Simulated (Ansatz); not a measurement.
A geometry of Zr away from equilibrium: the start of the relaxation of a relaxed Zr cell, doubled along one cell vector, shaken by Gaussian noise of σ = 0.08 Å a coordinate. Level of theory: PBE (plane waves to 420 eV, PAW, scalar-relativistic; Ansatz, a quantum-chemistry and plane-wave program). Γ-centred k-mesh 6×12×4 on the run's cell (coarser than for final values), Fermi–Dirac smearing 0.05 eV.

```xyz
6
Lattice="3.1921 -5.4140 0.0000 1.5960 2.7070 0.0000 0.0000 0.0000 8.0863" Properties=species:S:1:pos:R:3 pbc="T T T"
Zr     1.5450    -0.1182     2.4760
Zr     3.1368    -2.5921     2.4969
Zr     1.4199     0.0919     5.4425
Zr     3.2438    -2.7833     5.6638
Zr     0.0032    -0.0144     0.1051
Zr     1.5454    -2.6538    -0.1211
```

**Question.** Predict the force on each atom, in eV/Å.

**Answer.** 
```csv
atom,Fx,Fy,Fz
Zr1,0.07,0.49,0.32
Zr2,0.07,-0.55,0.93
Zr3,0.88,-0.75,0.02
Zr4,-0.80,0.68,-1.11
Zr5,-0.18,0.32,-0.67
Zr6,-0.04,-0.20,0.50
```

**Question.** What is the pressure?

**Answer.** +1.5 GPa, compression positive.

No spin polarisation in the result.

The end of the path is a generated cell of Zr: the first start was made by a random draw of sites in a space group, and the end was not matched to a known phase here, so it may be hypothetical. Known forms of Zr include space group No. 194.
